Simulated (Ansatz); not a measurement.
# CsKMg14O15 under strains and displacements

Level of theory: Ansatz 0.2.0, DFT PBE, scalar-relativistic, plane waves, PAW.

Plane waves to 420 eV, a k mesh through Γ of 6×4×4 on the computed 31-atom cell and Gaussian smearing (0.02 eV); no spin polarisation.

Reference cell:

```
K Cs Mg O
1.0
     4.20887    0.00000    0.00000
     0.00000    8.53628    0.00000
     0.00000    0.00000    9.98953
K Cs Mg O
1 1 14 15
Direct
  0.00000 0.00000 0.04165
  0.00000 0.50000 0.60513
  0.00000 0.50000 0.03295
  0.00000 0.00000 0.49809
  0.50000 0.75733 0.00263
  0.50000 0.24267 0.00263
  0.50000 0.74165 0.50417
  0.50000 0.25835 0.50417
  0.50000 0.00000 0.72639
  0.50000 0.50000 0.81155
  0.50000 0.00000 0.28973
  0.50000 0.50000 0.25040
  0.00000 0.78576 0.76880
  0.00000 0.21424 0.76880
  0.00000 0.74545 0.28086
  0.00000 0.25455 0.28086
  0.00000 0.00000 0.70921
  0.00000 0.00000 0.28686
  0.00000 0.50000 0.22883
  0.50000 0.72229 0.72849
  0.50000 0.27771 0.72849
  0.50000 0.76520 0.21996
  0.50000 0.23480 0.21996
  0.50000 0.00000 0.92819
  0.50000 0.50000 0.00652
  0.50000 0.00000 0.50432
  0.50000 0.50000 0.45031
  0.00000 0.71248 0.95337
  0.00000 0.28752 0.95337
  0.00000 0.76516 0.48166
  0.00000 0.23484 0.48166
```

Each variant moves atoms of this cell by the vectors given, if any (Å), and then applies a symmetric strain (tensor components, Cartesian axes). The reference cell isn't relaxed at this level. Energies are per atom at zero smearing, counted from the reference cell. Pressure is positive in compression.

1. strain (xx yy zz yz xz xy, %) 0.44 -8.52 0.52 -0.75 0.00 0.00; moves: K1 (0.000, 0.014, -0.020); Cs2 (0.000, 0.023, -0.029); Mg3 (0.000, -0.031, -0.013); Mg4 (0.000, -0.038, 0.025); Mg5 (0.000, -0.010, 0.007); Mg6 (0.000, 0.030, 0.003); Mg7 (0.000, -0.017, 0.039); Mg8 (0.000, 0.017, -0.024); Mg9 (0.000, -0.005, 0.016); Mg10 (0.000, -0.004, -0.011); Mg11 (0.000, -0.025, 0.003); Mg12 (0.000, -0.021, -0.017); Mg13 (0.000, -0.010, -0.006); Mg14 (0.000, -0.002, -0.023); Mg15 (0.000, 0.007, -0.008); Mg16 (0.000, -0.015, -0.002); O17 (0.000, 0.015, -0.008); O18 (0.000, -0.015, 0.037); O19 (0.000, 0.015, 0.026); O20 (0.000, 0.041, -0.002); O21 (0.000, 0.005, -0.005); O22 (0.000, -0.010, -0.020); O23 (0.000, 0.017, 0.015); O24 (0.000, -0.058, 0.009); O25 (0.000, 0.041, 0.000); O26 (0.000, -0.013, 0.000); O27 (0.000, 0.001, 0.032); O28 (0.000, 0.001, 0.012); O29 (0.000, 0.036, -0.018); O30 (0.000, -0.002, -0.043); O31 (0.000, 0.013, 0.027)
2. strain (xx yy zz yz xz xy, %) -2.97 1.16 1.91 -1.27 -1.96 -1.90; moves: K1 (0.009, -0.001, -0.019); Cs2 (-0.020, -0.006, -0.031); Mg3 (-0.005, -0.026, -0.001); Mg4 (0.030, 0.009, 0.033); Mg5 (0.017, -0.018, -0.014); Mg6 (-0.017, 0.019, 0.016); Mg7 (0.033, -0.007, 0.026); Mg8 (-0.014, -0.007, -0.040); Mg9 (0.002, -0.011, -0.013); Mg10 (0.011, 0.016, -0.011); Mg11 (0.004, 0.000, 0.013); Mg12 (0.017, 0.010, 0.009); Mg13 (0.018, 0.017, 0.008); Mg14 (-0.010, -0.012, -0.024); Mg15 (0.000, -0.005, -0.017); Mg16 (-0.009, -0.003, 0.005); O17 (-0.033, 0.014, 0.018); O18 (0.005, -0.016, 0.027); O19 (0.033, 0.002, 0.016); O20 (0.003, 0.009, 0.000); O21 (-0.018, 0.021, -0.007); O22 (-0.015, -0.009, 0.010); O23 (0.012, -0.021, 0.006); O24 (0.006, -0.023, 0.009); O25 (-0.014, -0.002, 0.005); O26 (-0.008, 0.051, -0.005); O27 (0.003, -0.020, 0.001); O28 (-0.030, -0.018, -0.007); O29 (0.025, -0.007, -0.010); O30 (-0.019, 0.024, 0.020); O31 (-0.017, 0.022, -0.021)
3. strain (xx yy zz yz xz xy, %) -4.92 -3.67 -3.18 -0.44 0.40 -0.26; moves: K1 (-0.005, 0.010, -0.025); Cs2 (-0.022, -0.004, -0.011); Mg3 (-0.029, -0.007, 0.005); Mg4 (-0.001, 0.035, 0.000); Mg5 (-0.020, 0.014, 0.006); Mg6 (-0.027, 0.010, -0.017); Mg7 (-0.009, -0.007, 0.014); Mg8 (0.001, -0.025, -0.019); Mg9 (0.007, 0.042, 0.009); Mg10 (0.030, -0.012, 0.000); Mg11 (-0.019, 0.000, 0.007); Mg12 (-0.024, 0.011, 0.007); Mg13 (0.003, -0.002, 0.028); Mg14 (-0.013, -0.007, 0.011); Mg15 (-0.021, 0.014, -0.014); Mg16 (0.060, -0.039, 0.013); O17 (-0.003, 0.020, -0.021); O18 (0.006, 0.023, 0.017); O19 (0.011, 0.010, -0.004); O20 (-0.011, 0.018, 0.010); O21 (0.004, -0.022, -0.004); O22 (0.006, -0.010, -0.007); O23 (0.013, -0.028, -0.007); O24 (-0.010, -0.011, 0.021); O25 (0.001, -0.011, -0.016); O26 (0.041, -0.002, -0.012); O27 (0.029, -0.002, -0.015); O28 (0.000, 0.020, 0.003); O29 (0.000, -0.018, -0.014); O30 (0.008, -0.003, 0.024); O31 (-0.005, -0.016, 0.012)
4. strain (xx yy zz yz xz xy, %) 2.85 4.77 3.69 -0.37 0.00 0.00; moves: K1 (0.000, 0.021, 0.092); Cs2 (0.000, -0.008, -0.044); Mg3 (0.000, 0.027, 0.036); Mg4 (0.000, -0.070, 0.032); Mg5 (0.000, -0.049, -0.071); Mg6 (0.000, -0.040, 0.030); Mg7 (0.000, 0.033, 0.041); Mg8 (0.000, -0.076, -0.082); Mg9 (0.000, 0.013, 0.002); Mg10 (0.000, -0.011, 0.002); Mg11 (0.000, 0.049, -0.026); Mg12 (0.000, -0.001, 0.034); Mg13 (0.000, 0.001, 0.061); Mg14 (0.000, -0.031, 0.005); Mg15 (0.000, 0.021, -0.018); Mg16 (0.000, -0.084, -0.020); O17 (0.000, -0.009, 0.046); O18 (0.000, 0.034, 0.001); O19 (0.000, -0.046, 0.067); O20 (0.000, 0.038, -0.033); O21 (0.000, 0.023, -0.027); O22 (0.000, -0.027, -0.019); O23 (0.000, 0.045, 0.003); O24 (0.000, 0.060, -0.029); O25 (0.000, -0.031, 0.018); O26 (0.000, -0.043, 0.006); O27 (0.000, 0.040, -0.001); O28 (0.000, -0.066, 0.007); O29 (0.000, 0.076, 0.000); O30 (0.000, 0.031, -0.075); O31 (0.000, 0.078, -0.036)
5. no strain; moves: O20 (0.334, -0.042, -0.166)

The reference cell has pressure -0.14 GPa, largest force 0.139 eV/Å and gap 2.22 eV.

```csv
result,ΔE (meV/atom),P (GPa),largest force (eV/Å),gap on mesh (eV)
A,23.2,0.68,0.93,2.02
B,80.4,13.70,2.69,2.77
C,14.0,0.41,2.44,2.03
D,73.0,18.09,1.05,2.91
E,63.6,-9.88,1.35,1.10
```

Question: Which variant gave which result?

Answer: A is 2, B is 1, C is 5, D is 3, E is 4. The pressure falls as the cell grows: from the smallest volume to the largest the variants are 3, 1, 2, 5, 4.

Spin-orbit coupling is left out, which matters for the bands of heavy elements.

Cost: 6 runs of about 52 core-minutes in all, on Arm Neoverse N1 (shared hosts).